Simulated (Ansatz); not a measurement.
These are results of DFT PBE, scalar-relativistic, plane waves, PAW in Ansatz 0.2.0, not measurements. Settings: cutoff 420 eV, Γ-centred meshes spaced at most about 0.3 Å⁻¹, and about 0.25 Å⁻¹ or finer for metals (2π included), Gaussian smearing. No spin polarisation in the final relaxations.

Temperature and zero-point effects are left out.

Two forms of Hg₃P₂ were relaxed alike.

A.

```xyz
5
Lattice="4.3691 0.0000 0.0000 0.0000 5.5994 0.0000 0.0000 0.0000 6.3468" Properties=species:S:1:pos:R:3 pbc="T T T"
Hg    0.0000    0.0000    3.1734
Hg    0.0000    2.7997    0.0000
Hg    0.0000    0.0000    0.0000
P     2.1846    2.7997    3.1734
P     0.0000    2.7997    3.1734
```

B.

```xyz
5
Lattice="5.0681 0.0000 0.0000 0.0000 5.0681 0.0000 0.0000 0.0000 5.0681" Properties=species:S:1:pos:R:3 pbc="T T T"
Hg    0.0000    2.5340    2.5340
Hg    2.5340    0.0000    2.5340
Hg    2.5340    2.5340    0.0000
P     0.0000    0.0000    0.0000
P     2.5340    2.5340    2.5340
```

Question: Which would you expect to be lower, and how large is the difference?

Answer: A is lower, by 277 meV/atom. A has space group Pmmm (No. 47), 31.1 Å³/atom and no gap on its mesh; B has space group Pm-3m (No. 221), 26.0 Å³/atom and no gap. Counting P atoms around Hg (those within 1.25 times the shortest such distance or 1.15 times the sum of covalent radii; a plus sign parts nearer from farther groups; the shortest distance is added where it is long for a bond; a slash parts the counts of unlike sites), A has Hg 2/2+4 from 3.2 Å/4+8 from 4.2 Å and B has Hg 2. A holds P–P chains (shortest 2.18 Å); in B the shortest P–P distance is 4.39 Å. The lower one is the more open, so pressure narrows the difference. Even the lower one lies +0.40 eV/atom against the reference forms of the elements (uncorrected), so neither is stable at this level. Both come from invented guesses. A third cell relaxed alike, in R-3m, lies 0.33 eV/atom below the lower of the two.

These runs have no spin–orbit coupling, which can matter for Hg. Cells relaxed within their symmetry can be saddle points.
